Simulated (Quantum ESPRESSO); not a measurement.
# Computed records: Ta₄SnIrPdW (simulated cell)

Computed with Quantum ESPRESSO 7.5. Calculation on a made-up metal alloy cell, not a measurement, with one named mistake planted (healthy values lack it): no spin or spin-orbit, unrelaxed, 2900 K smearing, stress positive in tension, cell energy less the intended atoms' offsets; periodic Kohn-Sham density functional theory in plane waves with PseudoDojo standard norm-conserving scalar-relativistic pseudopotentials, each functional with its own files (v0.5 for PBE, v0.4.1 for LDA and PBEsol), eight atoms on drawn sites of a strained close-packed or body-centred lattice, each displaced and held fixed; the energy is the cell's free energy, ions and the entropy term -TS included, at the stated Fermi-Dirac width, less a fixed offset for each atom's element (shifted free energy); compositions with an open d shell lost a parallel starting moment in a cheaper test run, and other magnetic orders were not tried; an error bar is the largest change of its kind in a tighter rerun, never given below 0.002 eV, 0.02 GPa or 0.003 eV/angstrom, and covers cutoff and k-mesh only, not smearing or the files.

```xyz
8
Lattice="-0.0457 4.0990 -0.0162 -4.0263 0.0619 -4.1019 -4.1121 0.0296 4.1877" Properties=species:S:1:pos:R:3 formula=Ta4SnIrPdW lattice_type=face-centred_cubic intended_functional=pbe cutoff=1116 fermi_dirac_smearing=0.25 intended_electrons_removed=0 healthy_entropy_term_negative_ts=-1.509 healthy_pressure=9.91 healthy_stress_xx=-9.66 healthy_stress_yy=-10.8 healthy_stress_zz=-9.29 healthy_stress_yz=-1.58 healthy_stress_xz=-3.29 healthy_stress_xy=-3.65 fault_kind=atoms_exchanged fault_first_exchanged_site=3 fault_second_exchanged_site=6 run_command=mpirun_-np_4_pw.x_-nk_4_-in_in run_processor=Intel_Xeon,2023_or_later,virtual_cores k_mesh=6_x_4_x_4_shifted_half_a_step_off_Gamma_on_each_axis structure_shown=the_intended_cell healthy_shifted_free_energy=0.477
Pd    -0.1369     0.1307    -0.1720
Sn    -2.1203    -0.0275     2.0705
W     -2.0406     0.0482    -1.9622
Ta    -4.1708    -0.1127    -0.0802
Ta    -2.1199     2.1311     0.0707
Ta    -4.0500     2.1290     2.0233
Ir    -4.2410     2.0472    -2.0171
Ta    -5.8794     2.0941     0.0581
```

Units: cutoff, fermi_dirac_smearing, healthy_entropy_term_negative_ts, healthy_shifted_free_energy in eV; healthy_pressure, healthy_stress_xx, healthy_stress_yy, healthy_stress_zz, healthy_stress_yz, healthy_stress_xz, healthy_stress_xy in GPa.

Atoms:
```tsv
atoms element	atom site	atom energy offset (eV)
Pd	1	-3687.45
Sn	2	-2144.16
W	3	-2063.48
Ta	4	-1771.44
Ta	5	-1771.44
Ta	6	-1771.44
Ir	7	-3133.86
Ta	8	-1771.44
```

Healthy forces:
```tsv
site	x (eV/Å)	y (eV/Å)	z (eV/Å)
1	1.425	-0.34	1.268
2	0.62	1.087	-0.201
3	-1.425	-0.096	-1.642
4	2.303	2.342	0.569
5	1.031	-1.138	-2.304
6	-2.119	-0.853	1.918
7	1.607	-0.012	-1.414
8	-3.442	-0.99	1.805
```

Notes: the tin pseudopotential is less sure than most, with forces differing by about three percent from a second method on plain tin; heavy elements are run without spin-orbit coupling, which real alloys of them have; a spin test at this wide smearing found no moment, but such smearing suppresses magnetism that the real alloy may have; lattice, volume and sites are drawn at random and may be unstable or far from any real phase; energies are for the whole cell, less offsets fitted to these runs, so they are not formation energies; error bars of the healthy run: energy 0.0096 eV, stress 0.049 GPa, force 0.0081 eV/Å, from a tighter rerun of this or a related cell; 20 SCF iterations, 390 s of wall time on a shared machine.

## Withheld values
1. Estimate the faulty stress xy of Ta₄SnIrPdW (simulated cell).

## Answers
1. -3.36 GPa

Further results for Ta₄SnIrPdW (simulated cell):

```
faulty entropy term negative ts : -1.494 eV
faulty pressure                 : 9.89 GPa
faulty stress xx                : -7.95 GPa
faulty stress yy                : -11.71 GPa
faulty stress zz                : -10 GPa
faulty stress yz                : -1.66 GPa
faulty stress xz                : -2.02 GPa
faulty shifted free energy      : 0.192 eV
```

Faulty forces:
```tsv
site	x (eV/Å)	y (eV/Å)	z (eV/Å)
1	1.343	-0.392	1.183
2	0.087	1.002	-0.18
3	-1.154	-0.019	-1.797
4	2.166	2.12	1.04
5	0.606	-1.184	-1.187
6	-1.704	-0.575	0.818
7	1.649	0.012	-1.51
8	-2.993	-0.964	1.634
```
